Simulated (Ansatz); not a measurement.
The following input was run with Ansatz 0.2.0.

```yaml
crystal:
  lattice:
    - [4.4746660311, 0.0, 0.0]
    - [0.0, 5.4254935346, 0.0]
    - [0.0, 0.0, 3.3711621775]
  atoms:
    - { symbol: Fe, position: [0.0, 0.0, 0.0] }
    - { symbol: Fe, position: [0.5, 0.5, 0.5] }
    - { symbol: Se, position: [0.2169399262, 0.3658923438, 0.0] }
    - { symbol: Se, position: [0.7830600738, 0.6341076562, 0.0] }
    - { symbol: Se, position: [0.7169399262, 0.1341076562, 0.5] }
    - { symbol: Se, position: [0.2830600738, 0.8658923438, 0.5] }
basis:
  ecutwfc: 420
kpoints:
  mp_grid: { grid: [8, 6, 10] }
hamiltonian:
  xc: lda
scf:
  occupations: { method: gaussian, width: 0.02 }
output:
  forces: true
  stress: true
  eigenvalues: true
relax:
  adjacent_minimum: "off"
  f_tol: 0.01
  max_steps: 30
  cell: { stress_tol: 0.1, fix: [volume] }
```

Run as
```bash
ansatz run input.yaml --threads 1 --pin off --max-ram 2560MiB --backend cpu --events-out ev --progress --plain --runs-dir out
```

These are results of DFT LDA, scalar-relativistic, plane waves, PAW (Ansatz 0.2.0), not measurements.

From the run's log, abridged (final results; tables in files aren't shown):

```
SCF 5 converged in 7 iterations: F = -30375.314510 eV  dr2 = 5.30e-15
SCF converged after 7 iterations
Free energy (F): -30375.314510 eV
Harris-Foulkes:  -30375.314510 eV  (|F-HF|=0.00e0)
Internal energy: -30375.314510 eV  (E = F + TS)
E sigma→0 (E₀):  -30375.314510 eV
Fermi energy:    17.761556 eV
--- Per-component energies (eV) ---
  E_band       = -1495.237595
  E_kinetic    = 1223.691117
  E_local      = -12166.792523  (includes V_loc(G=0)·N_el)
  E_nonlocal   = -1914.119385
  E_hartree    = 5914.038743
  E_xc         = -666.387611
  E_vxc        = -720.470676  (∫ρ·V_xc dr)
  E_paw        = -9920.758427  (= ΣΔE_a)
  E_vpaw       = 254.377114  (= ΣTr[D̂ρ^β])
  E_aug_tail   = -0.000728  (compensation charges beyond the density's cutoff)
  E_ewald      = -12854.658217
  E_core_change = 9.672520  (= ΣΔE_core)
  E_smearing   =  0.000000  (= −TS)
--- Forces (eV/Å), atoms counted from 1 ---
  atom   1  Fe     0.00000000     0.00000000     0.00000000
  atom   2  Fe     0.00000000     0.00000000     0.00000000
  atom   3  Se    -0.00273149     0.00241049     0.00000000
  atom   4  Se     0.00273149    -0.00241049     0.00000000
  atom   5  Se    -0.00273149    -0.00241049     0.00000000
  atom   6  Se     0.00273149     0.00241049     0.00000000
--- Stress (GPa, compression-positive) ---
       25.649684       0.000000       0.000000
        0.000000      25.654338       0.000000
        0.000000       0.000000      25.631308
  P = ⅓ Tr σ = 25.6451 GPa (256.451 kbar)
--- Band table (eV; the first three rows and the last of 120) ---
  k-point 0: bands = ["-68.6541", "-68.6541", "-35.2986", "-35.2961", "-35.1637", "-35.1632", "-35.1327", "-35.1289", "-31.5912", "-31.5886", "-31.5387", "-31.5355", "-31.5230", "-31.5227", "-31.5200", "-31.5180", "-31.5172", "-31.5089", "-31.4984", "-31.4945", "-31.4289", "-31.4275", "-31.4253", "-31.4235", "-31.4151", "-31.4140", "-31.4130", "-31.4118", "-0.5322", "2.5111", "3.6577", "4.6916", "8.8347", "10.3393", "11.5745", "12.1179", "13.0640", "13.0936", "13.2792", "13.3872", "13.6105", "15.4111", "15.7773", "16.0526", "16.0597", "16.1107", "16.6715", "16.7151", "18.5549", "18.6969", "20.7101", "20.7565", "21.3150", "21.4388", "22.3221", "22.6091", "24.7907", "25.0129"]
  k-point 1: bands = ["-68.6541", "-68.6540", "-35.2985", "-35.2961", "-35.1638", "-35.1633", "-35.1335", "-35.1298", "-31.5909", "-31.5884", "-31.5387", "-31.5356", "-31.5230", "-31.5229", "-31.5199", "-31.5183", "-31.5170", "-31.5095", "-31.4980", "-31.4944", "-31.4285", "-31.4268", "-31.4251", "-31.4232", "-31.4162", "-31.4150", "-31.4127", "-31.4118", "-0.4283", "2.5248", "3.7130", "4.7031", "8.9569", "10.3660", "11.6322", "11.8874", "12.4875", "12.9786", "13.2475", "13.6605", "13.6838", "15.2431", "15.5625", "15.7052", "15.9734", "16.0134", "16.8280", "17.0879", "18.6242", "18.6870", "20.4224", "20.6604", "20.8456", "21.2211", "22.7674", "22.9769", "24.2182", "25.7872"]
  k-point 2: bands = ["-68.6539", "-68.6538", "-35.2981", "-35.2960", "-35.1639", "-35.1635", "-35.1353", "-35.1322", "-31.5900", "-31.5880", "-31.5386", "-31.5360", "-31.5231", "-31.5229", "-31.5196", "-31.5192", "-31.5165", "-31.5109", "-31.4971", "-31.4941", "-31.4276", "-31.4248", "-31.4247", "-31.4224", "-31.4188", "-31.4178", "-31.4122", "-31.4117", "-0.1245", "2.5297", "3.8691", "4.7273", "9.3054", "10.3165", "11.5078", "11.7291", "11.7587", "12.7216", "13.0085", "13.6042", "14.1063", "14.2485", "15.2837", "15.7160", "15.9026", "15.9731", "16.9868", "17.2339", "18.6499", "18.7796", "19.3499", "20.4362", "20.5516", "20.6715", "23.2458", "23.8166", "24.1187", "26.0492"]
  k-point 119: bands = ["-68.6533", "-68.6533", "-35.2966", "-35.2966", "-35.1644", "-35.1644", "-35.1393", "-35.1393", "-31.5871", "-31.5871", "-31.5396", "-31.5396", "-31.5231", "-31.5231", "-31.5176", "-31.5176", "-31.5139", "-31.5139", "-31.4968", "-31.4968", "-31.4273", "-31.4273", "-31.4210", "-31.4210", "-31.4177", "-31.4177", "-31.4141", "-31.4141", "2.3163", "2.3163", "3.6588", "3.6588", "9.2293", "9.2293", "9.3784", "9.3784", "13.1618", "13.1618", "13.8495", "13.8495", "14.6623", "14.6623", "15.3703", "15.3703", "16.4314", "16.4314", "16.5601", "16.5601", "18.7543", "18.7543", "19.5972", "19.5972", "20.0794", "20.0794", "23.9002", "23.9002", "24.2788", "24.2788"]
--- Relaxed structure (4 steps of the walk, 4 accepted, 1 SCFs on fresh bases) ---
  F+E_penalty+E_count = -30375.31451040 eV   max|allowed force component| = 2.731e-3 eV/Å   (the final SCF, on the basis selected at the relaxed cell)
  cell:  # Å, volume = 81.8426 Å³
    - [4.47029025, 0.0, 0.0]
    - [0.0, 5.43164025, 0.0]
    - [0.0, 0.0, 3.37064334]
  atoms:
    - { symbol: Fe, position: [0.0, 0.0, 0.0] }
    - { symbol: Fe, position: [0.5, 0.5, 0.5] }
    - { symbol: Se, position: [0.21606119, 0.36582495, 0.0] }
    - { symbol: Se, position: [0.78393880, 0.63417504, 0.0] }
    - { symbol: Se, position: [0.71606119, 0.13417504, 0.5] }
    - { symbol: Se, position: [0.28393880, 0.86582495, 0.5] }
```

The relaxation met its thresholds.

It took 3.1 min on 1 thread of Arm Neoverse V1, with other jobs on the host, peak memory 0.65 GiB.